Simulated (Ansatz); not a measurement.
# Ionic part of the dielectric constant of CaC$_{2}$ at 21 GPa, mode by mode

All numbers below come from Ansatz 0.2.0, DFT PBE, scalar-relativistic, plane waves, PAW. Plane waves to 420 eV; Γ-centred k mesh 9×9×9; fixed occupations. No spin polarisation. Phonons by linear response, acoustic sum rule imposed.

It takes space group R-3m (No. 166, trigonal). The conventional cell has a = 3.578 Å, b = 3.578 Å, c = 10.992 Å, α = 90.00°, β = 90.00°, γ = 120.00°. Ca (site symmetry -3m) is surrounded by 6 C at 2.40 Å. C (site symmetry 3m) is surrounded by 1 C at 1.24 Å.

Other phases may be more stable at this pressure.

The primitive cell has V = 40.62 Å³ and ε∞,yy = 3.895. Each polar mode adds Δε = (4.92064×10⁷/V)·S/ν² along y, with S its oscillator strength in e²/amu, ν in cm⁻¹ and V in Å³.

**Question.** From these modes, find each Δε and ε0,yy.
```csv
ν (cm⁻¹),S_yy (e²/amu)
406.1,0.3577
```

**Answer.**
```csv
ν (cm⁻¹),Δε
406.1,2.63
```

The sum is 2.628, so ε0,yy = 6.52; the run's tensor has 6.52.

**Question.** Where do the longitudinal modes lie for a wave vector along y?

**Answer.** At 525 cm⁻¹. The Lyddane–Sachs–Teller product Π(ν_LO/ν_TO)² = 1.67 matches ε0/ε∞ = 1.67.

Whether CaC2 exists in this form wasn't checked.